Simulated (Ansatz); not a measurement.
RuW:
```yaml
crystal:
  lattice:
    - [1.40369, -4.88758, 0.00000]
    - [1.40369, 4.88758, 0.00000]
    - [0.00000, 0.00000, 4.39063]
  atoms:
    - { symbol: W, position: [0.65840, 0.34160, 0.25000] }
    - { symbol: Ru, position: [0.91240, 0.08760, 0.25000] }
    - { symbol: W, position: [0.34160, 0.65840, 0.75000] }
    - { symbol: Ru, position: [0.08760, 0.91240, 0.75000] }
```

Relaxed with r²SCAN. Special points in fractions of this cell's reciprocal vectors: Γ (0.000, 0.000, 0.000); Y (-0.500, 0.500, 0.000); C0 (-0.271, 0.729, 0.000); Σ0 (0.271, 0.271, 0.000); Z (0.000, 0.000, 0.500); A0 (0.271, 0.271, 0.500); E0 (-0.271, 0.729, 0.500); T (-0.500, 0.500, 0.500); S (0.000, 0.500, 0.000); R (0.000, 0.500, 0.500).

**Question.** List the band energies nearest the Fermi level at these points for r²SCAN (plane waves, PAW; program Ansatz).

**Answer.** In eV from the Fermi level; about four levels below and three above (degenerate sets whole), none deeper than 8.9 eV; points with the same levels are listed once.

```
k                     below                above
--  -----------------------  -------------------
Γ   -0.87 -0.65 -0.51 -0.42       0.81 1.07 1.62
Y   -0.94 -0.71 -0.71 -0.61       0.34 1.32 3.46
C0  -1.92 -1.46 -1.24 -0.24       0.57 1.87 2.11
Z   -1.36 -1.36 -0.58 -0.58  0.60 0.60 1.60 1.60
A0  -2.49 -2.49 -1.22 -1.22  0.62 0.62 0.92 0.92
T   -0.88 -0.88 -0.61 -0.61  2.31 2.31 2.34 2.34
S   -2.12 -1.83 -0.34 -0.22       0.63 1.88 2.26
R   -2.01 -2.01 -0.22 -0.22  0.03 0.03 0.71 0.71
```

Space group Cmcm. The start of the workflow was typed in or built on a structure type; neither database checked (COD, Materials Project) lists it. Whether it is the stable phase at ambient conditions was not checked. Symmetry was held in the r²SCAN relaxation; its stability against distortions is not shown here. The run is not spin-polarised. Its formation energy is positive at this level, so the cell may be metastable or incomplete. Scalar-relativistic: spin–orbit coupling is off unless named, which matters more the heavier the elements.

Potentials: the earlier of the program's two PAW sets.
